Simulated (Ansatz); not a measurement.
An Ansatz input:

```yaml
crystal:
  lattice:
    - [2.3465545135, 0.0, 0.0]
    - [0.0, 2.3465545135, 0.0]
    - [0.0, 0.0, 2.3465545135]
  atoms:
    - { symbol: Cr, position: [0.0, 0.0, 0.0], spin: 1.5 }
hamiltonian:
  xc: r2scan
  pseudopotentials:
    kind: paw
    azcp:
      Cr: "pseudopotentials/Cr.paw.azcp"
basis:
  ecutwfc: 500
  fft_grid_basis: typed
kpoints:
  mp_grid: { grid: [15, 15, 15], shift: [0, 0, 0] }
magnetization:
  spin_polarized: true
scf:
  occupations: { method: fermi_dirac, width: 0.05 }
  lower_state_search: "off"
output:
  stress: true
```

and its output:

```
Engine: ansatz 0.2.0, x86_64-unknown-linux-gnu
Pseudopotentials: kind: paw
Pseudopotential: Cr, paw, valence charge 14, recommended cutoff 500 eV (meta_gga) 
Functional definition: r2SCAN
  parameter k0 = 0.174
  parameter k1 = 0.065
  parameter a1 = 4.9479
  exchange = r2scan_x(k0 = k0, k1 = k1, a1 = a1)
  correlation = r2scan_c
Crystal: 1 atoms, lattice volume = 12.921 Å³
Basis set: ecut = 500 eV, 341 PW (Γ), exchange–correlation on 72×72×72 points (64 copies of the dense FFT grid, shifted against one another)
Bands: 12, of which v1, the nominal top of the filled ones, is band 7 counted from 1 (6 counted from 0)
Symmetry: 48 space group operations
Space group: Pm-3m (ITA 221), of the structure as read, at distance tolerance 2.3e-5 Å
Magnetic group: BNS 221.92 (UNI 1594), of the structure as read, at distance tolerance 2.3e-5 Å
k-points: 120 of 3375
Non-local potential: Cr, projectors of the file, l = 0: 3, l = 1: 2, l = 2: 3, l = 3: 1
PAW form: soft (Blöchl's): semilocal exchange-correlation on the pseudo side does not see the compensation charge
PAW frozen core: Cr, regenerated for the run's functional (the file was generated under x = pbe(κ = 0.804, μ = 0.2195149727645171), c = pbe(β = 0.06672455060314922))
PAW one-centre angular grid: Cr, 590 points (default); XC on 160 Gauss nodes
Initial density: superposition of atomic densities (chi_scale 0.1, normalization cell)
Starting moments: Σ|m| = 1.5 μB on 1 of 1 site
Initial wavefunctions: pseudopotential atomic-orbital guess
Functional: x = r2scan, c = r2scan; τ floored in thin density (d = 2e-4 eV/Å³)
SCF iter   1: F=-3379.336566 eV  HF=-3381.890219 eV  |F-HF|=2.55e0  |Δ(HF+E_count)|=         —  Δρ=1.71e-1 (↑1.71e-1 ↓4.60e-2)  dr2=3.61e0  dr2_τ=3.81e-2  dr2_m=8.50e-1  M=0.637 μB ∫|m|=0.644 μB  β_m=0.30  ethr=3.10e-3  ⟨swp⟩=3.6  Hψ=14395  notcnv=0
SCF iter   2: F=-3380.880287 eV  HF=-3381.217821 eV  |F-HF|=3.38e-1  |Δ(HF+E_count)|=   6.72e-1  Δρ=1.01e-1 (↑1.01e-1 ↓3.88e-2)  dr2=9.69e-1  dr2_τ=2.23e-2  dr2_m=4.26e-1  M=0.620 μB ∫|m|=0.632 μB  β_m=0.30  ethr=3.10e-3  ⟨swp⟩=2.9  Hψ=8240  notcnv=0  defer=111  κ⁻¹=1.0e0(r=1)
SCF iter   3: F=-3381.287887 eV  HF=-3381.205154 eV  |F-HF|=8.27e-2  |Δ(HF+E_count)|=   1.27e-2  Δρ=4.70e-2 (↑4.70e-2 ↓4.57e-2)  dr2=6.04e-2  dr2_τ=8.94e-3  dr2_m=2.25e-1  M=0.590 μB ∫|m|=0.605 μB  β_m=0.30  ethr=3.10e-3  ⟨swp⟩=2.9  Hψ=7169  notcnv=0  defer=105  κ⁻¹=2.3e-3(r=2)
SCF iter   4: F=-3381.304223 eV  HF=-3381.273557 eV  |F-HF|=3.07e-2  |Δ(HF+E_count)|=   6.84e-2  Δρ=4.14e-2 (↑2.76e-2 ↓4.14e-2)  dr2=2.50e-2  dr2_τ=4.37e-3  dr2_m=1.40e-1  M=0.548 μB ∫|m|=0.565 μB  β_m=0.30  ethr=4.31e-4  ⟨swp⟩=2.3  Hψ=7435  notcnv=0  defer=92  κ⁻¹=3.1e-4(r=3)
SCF iter   5: F=-3381.322606 eV  HF=-3381.293554 eV  |F-HF|=2.91e-2  |Δ(HF+E_count)|=   2.00e-2  Δρ=2.91e-2 (↑2.82e-2 ↓2.91e-2)  dr2=2.48e-4  dr2_τ=2.89e-3  dr2_m=9.71e-2  M=0.505 μB ∫|m|=0.522 μB  β_m=0.30  ethr=1.79e-4  ⟨swp⟩=2.5  Hψ=6152  notcnv=0  defer=90  κ⁻¹=2.9e-6(r=4)
...
SCF iter  23: F=-3381.353048 eV  HF=-3381.353048 eV  |F-HF|=1.83e-8  |Δ(HF+E_count)|=   5.14e-8  Δρ=6.19e-6 (↑6.19e-6 ↓4.43e-6)  dr2=1.05e-9  dr2_τ=1.04e-10  dr2_m=2.27e-9  M=-0.001 μB ∫|m|=0.001 μB  β_m=1.20  ethr=2.16e-12  ⟨swp⟩=1.0  Hψ=10310  notcnv=0  κ⁻¹=5.4e-7(r=8)
iter 24 did not close the SCF: its close was put off for a magnetic moment that had not settled (scf_convergence_deferred on its scf_iter line)
SCF iter  24: F=-3381.353048 eV  HF=-3381.353048 eV  |F-HF|=2.09e-8  |Δ(HF+E_count)|=   1.44e-8  Δρ=5.19e-6 (↑3.97e-6 ↓5.19e-6)  dr2=1.99e-10  dr2_τ=7.60e-11  dr2_m=2.35e-9  M=0.001 μB ∫|m|=0.001 μB  β_m=1.20  ethr=2.16e-12  ⟨swp⟩=1.0  Hψ=10143  notcnv=0  κ⁻¹=2.3e-7(r=8)
SCF iter  25: F=-3381.353048 eV  HF=-3381.353048 eV  |F-HF|=1.03e-10  |Δ(HF+E_count)|=   7.35e-8  Δρ=7.14e-7 (↑7.06e-7 ↓7.14e-7)  dr2=5.85e-11  dr2_τ=2.09e-12  dr2_m=9.12e-13  M=-0.000 μB ∫|m|=0.000 μB  ethr=1.42e-12  ⟨swp⟩=1.0  Hψ=10287  notcnv=0
WARN: the starting moments were not kept: the SCF closed with an absolute magnetisation of 4.3e-5 μB, where they sum to 1.5 μB in size (1 site). That is at most 0.1 of that sum. Measured as dr2_m measures the in/out step, that magnetisation stands 1.9e-9 eV from none, at or under the dr2_threshold of 1.0e-7 eV: it is no larger than a step whose dr2_m would equal this threshold. The system may hold no moment; this SCF shows only that its start led to no more than that. To try another start: raise the starting moments (crystal.atoms[].spin, magnetization.per_species, magnetization.initial_magnetization, or on a non-collinear deck that types none of these the spinor_matrix: blocks that start its atoms; where the total moment is fixed, keep their sum and leave initial_magnetization as it is; typed ones take the place of any that the run laid by itself, positive ones on a crystal's lanthanoids without a Hubbard term where scf.initial_density.shell_occupations: [] is typed) or, if the notice of its spin-set hold's release reads "site moments contracting" or "site moments show no strong build", lengthen the hold (scf.mixing.spin_hold: { on: { confirm: 4 } }; for m-r²SCAN on two components see the key's manual first). Each may lead to a state that holds a moment. A second SCF, from the converged charge density, with the starting moments and any scf.initial_density.shell_occupations laid on it anew, would have followed, and was not run: the deck does not ask for one (magnetization.retry_lost_moments is false, the default). To let it run, set magnetization.retry_lost_moments: true and run the deck again, where that key's refused combinations let it; where memory then withholds it, that run's warning says so.
SCF 1 converged in 25 iterations: F = -3381.353048 eV  dr2 = 5.85e-11
this state was not tested for a lower state beside it, because the mixer in use, unlike msr1, does not test its closes by its own steps (another_mixer; see scf.mixing.algorithm and scf.lower_state_search)
SCF converged after 25 iterations
Magnetization: -0.0000 μB (7.0000 up, 7.0000 down)
Absolute magnetization: 0.0000 μB (∫|ρ↑−ρ↓|, with the PAW one-centre terms)
Spin contamination: 0.0000 ħ² per cell (⟨S²⟩ above its minimum at these occupations)
Per-site moments (μB) at R_I (Å): [(-3.967043787819529e-5, 0.9679537368187501)]
Free energy (F): -3381.353048 eV
Harris-Foulkes:  -3381.353048 eV  (|F-HF|=1.03e-10)
Internal energy: -3381.342178 eV  (E = F + TS)
E sigma→0 (E₀):  -3381.347613 eV
Entropy (-TS):   -0.010870 eV (-10.870 meV/atom)
Fermi energy:    17.050165 eV
--- Per-component energies (eV) ---
  E_band       = -191.513529
  E_kinetic    = 344.478477
  E_local      = -1338.549854  (includes V_loc(G=0)·N_el)
  E_nonlocal   = 81.553954
  E_hartree    = 579.193081
  E_xc         = -137.000394
  E_vxc        = -199.519919  (∫ρ·V_xc dr)
  E_paw        = -1204.458240  (= ΣΔE_a)
  E_vpaw       = -250.570760  (= ΣTr[D̂ρ^β])
  E_aug_tail   = 0.000197  (compensation charges beyond the density's cutoff)
  E_vtau       = 12.708364  (kinetic-family band-sum trace: ∫τ·v_τ [+ j·A + Jᵃ·Aᵃ] dr)
  E_ewald      = -1706.287070
  E_core_change = -0.272327  (= ΣΔE_core)
  E_smearing   = -0.010870  (= −TS)
  E_closure    = 0.000000  (closes the sum)
  Σ components = -3381.353048   (vs F -3381.353048, Δ=0.00e0)
--- Stress (GPa, compression-positive) ---
       -5.776867      -0.000000       0.000000
        0.000000      -5.776867       0.000000
        0.000000       0.000000      -5.776867
  P = ⅓ Tr σ = -5.7769 GPa (-57.769 kbar)
```

Command:

```sh
ansatz run input.yaml --threads 1 --pin off --max-ram 3584MiB --backend cpu --events-out ev --progress --plain --runs-dir out
```

On 1 thread of Intel(R) Xeon(R) Platinum 8259CL CPU @ 2.50GHz (Skylake/Cascade Lake) (shared host) this took about 18 s of wall time and 18 s of CPU time.
